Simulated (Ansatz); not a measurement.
All-electron LAPW in Ansatz 0.2.0 under PBE, scalar-relativistic, energies extrapolated to zero smearing. Slabs are 1×1 cells cut from bulk crystals relaxed on PAW files, with atoms then relaxed, 16 to 20 Å of vacuum, a dipole correction, k spacings of 0.16 to 0.26 Å⁻¹ and smearing of 0.02 to 0.1 eV, without spin–orbit coupling or spin polarisation. The bulk type named needn't be the stable one, and no reconstruction is allowed.

```
                     slab  area (Å²)  γ (J/m²)  Φ (eV)  Δd12 (%)
CsCl AlNi (110), 4 layers      11.84      1.57    4.73       0.0
CsCl AlNi (110), 3 layers      11.84      1.57    4.73         ?
CsCl AlNi (110), 2 layers      11.84      1.62    4.77         ?
 CsCl AlNi (110), 1 layer      11.84      1.62    4.70         –
```

(1) Give the missing entry: row "CsCl AlNi (110), 3 layers", column "Δd12 (%)".

(2) Fill in "Δd12 (%)" for the row "CsCl AlNi (110), 2 layers".

## Answers

(1) -0.8.

(2) -1.4.
